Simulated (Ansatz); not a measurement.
BaTiO3:
```xyz
5
Lattice="0.0000 2.8580 -2.8738 0.0000 2.8580 2.8738 3.9637 0.0000 0.0000" Properties=species:S:1:pos:R:3 pbc="T T T"
Ba     0.0000     2.8580    -2.8451
Ti     1.9818     2.8580     0.1179
O      1.9818     4.2473     1.3433
O      1.9818     1.4688     1.3433
O      0.0000     2.8580    -0.0750
```

Relaxed with r²SCAN.

Task: Give the Bader charges and basin volumes of the independent atoms, DFT-r²SCAN in the program Ansatz with PAW potentials.

Result: 

```json
[
 {"atom": "Ba1", "Bader charge (e)": "+1.58", "Bader volume (Å³)": "20.5"},
 {"atom": "Ti2", "Bader charge (e)": "+2.29", "Bader volume (Å³)": "7.1"},
 {"atom": "O3", "Bader charge (e)": "-1.28", "Bader volume (Å³)": "12.5"},
 {"atom": "O5", "Bader charge (e)": "-1.31", "Bader volume (Å³)": "12.5"}
]
```

Space group Amm2. This is a known low-temperature phase of the composition, computed here at zero pressure and temperature. The r²SCAN relaxation kept the symmetry of its start; whether a distortion lowers the energy is not shown. The run is not spin-polarised. Spin–orbit coupling is left out wherever it is not named.

Potentials: the later of the program's two PAW sets.
